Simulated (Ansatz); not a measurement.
V2O3: computed property card

V₂O₃:
```
V2O3
1.0
    2.38754     1.37845     4.74541
   -2.38754     1.37845     4.74541
    0.00000    -2.75690     4.74541
O V
6 4
Direct
  0.07566   0.42434   0.75000
  0.75000   0.07566   0.42434
  0.42434   0.75000   0.07566
  0.92434   0.57566   0.25000
  0.25000   0.92434   0.57566
  0.57566   0.25000   0.92434
  0.83970   0.83970   0.83970
  0.66030   0.66030   0.66030
  0.16030   0.16030   0.16030
  0.33970   0.33970   0.33970
```
The run is spin-polarised; directions of the spins, atom by atom: 0 0 0 0 0 0 ↑ ↑ ↑ ↑.

Space group R-3c (No. 167), corundum; conventional cell a = b = 4.7751 Å, c = 14.2362 Å, α = β = 90.00°, γ = 120.00°.

Method: PBEsol in the plane-wave PAW code Ansatz. Structure relaxed to zero pressure with the same functional. Other levels are named where they apply.

### Cell and energy

```json
{
 "volume_per_atom": "9.37 Å³",
 "density": "5.31 g/cm³",
 "Formation energy from the elements (no fitted shifts)": "-2.32 eV/atom"
}
```

### Electronic structure

```json
{
  "electronic_character": "metallic (no gap)",
  "Density of states at the Fermi level": "0.15 states/eV per atom (mean over ±0.08 eV)"
}
```

### Magnetism

```json
{
  "magnetic_order": "ferromagnetic",
  "net_moment": "0.44 μB per atom"
}
```

### Mechanics

```json
{
  "Bulk modulus (Birch–Murnaghan fit)": "249 GPa",
  "Pressure derivative B′": "4.0"
}
```

The cell was relaxed with PBEsol under the symmetry of its start. The final state is ferromagnetic, chosen from 5 collinear starts compared on coarse meshes (ties went to the first, and starts can fall back to one state), not a proven ground state. No Hubbard U is applied. The compound may be a true metal, but semilocal functionals without U, or a wrong spin order, can also close a gap. The references are the lowest solids computed at this level, not always the standard phases (solids in place of the gases).

Potentials: the earlier of the program's two PAW sets. The files were generated under PBE; for other functionals the program regenerates the frozen cores, and for LDA and PBEsol the local potential too.
